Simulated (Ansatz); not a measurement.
ZrBr, DFT, LDA, PAW with Ansatz's default frozen-core files, scalar-relativistic (Ansatz 0.2.0), run on 1 thread of Intel(R) Xeon(R) 6975P-C (Granite Rapids) on a shared host.

The geometry is COD entry 4343762, unchecked; take it as a test cell.

Command: `ansatz run input.yaml --threads 1 --pin off --max-ram 4096MiB --backend cpu --events-out ev --progress --plain --runs-dir out`

```yaml
crystal:
  lattice:
    - [1.7515513874, 1.011258665, 9.357]
    - [-1.7515513874, 1.011258665, 9.357]
    - [0.0, -2.02251733, 9.357]
  atoms:
    - { symbol: Zr, position: [0.2092, 0.2092, 0.2092] }
    - { symbol: Zr, position: [0.7908, 0.7908, 0.7908] }
    - { symbol: Br, position: [0.3917, 0.3917, 0.3917] }
    - { symbol: Br, position: [0.6083, 0.6083, 0.6083] }
kpoints:
  mp_grid: { grid: [10, 10, 10] }
  band_path:
    path:
      - [0.0, 0.0, 0.0]
      - [0.5, 0.5, 0.5]
      - [0.8255465159, 0.1744534841, 0.5]
      - [0.5, -0.1744534841, 0.1744534841]
      - [0.5, 0.0, 0.0]
      - [0.0, 0.0, 0.0]
      - [0.3372267421, -0.3372267421, 0.0]
      - [0.6627732579, 0.0, 0.3372267421]
      - [0.5, 0.0, 0.5]
    npoints: 14
scf:
  occupations: { method: fermi_dirac, width: 0.02 }
hamiltonian:
  xc: lda
  pseudopotentials: { kind: paw }
output:
  forces: true
  stress: true
  eigenvalues: true
  efg: { contact_densities: true }
  populations: true
  bader: true
  dos: { projected: true, de: 0.2, e_range: [-14, 8] }
  write_density: true
  write_potential: true
  elf: true
  volumetric_format: npy
```

Q: How large is the problem that the program sets up?

A: 116 irreducible k-points, 1927 plane waves at Γ, 23 bands.

Q: About how long does it take, and how much memory does it use?

A: 33 s of wall time for 7 SCF iterations, with a peak of 0.58 GiB. Times on shared machines scatter by tens of per cent.

Q: And the same cell and mesh by LAPW (all electrons), asked for forces, stress, eigenvalues, fatbands, populations, dos and the same band path, on the same hardware?

A: 120 s, peak memory 1.2 GiB.

Q: And the same cell and mesh by crystal-made all-electron datasets, asked for forces, stress, eigenvalues, efg and the same band path, on the same hardware?

A: 35 s, peak memory 1.1 GiB.
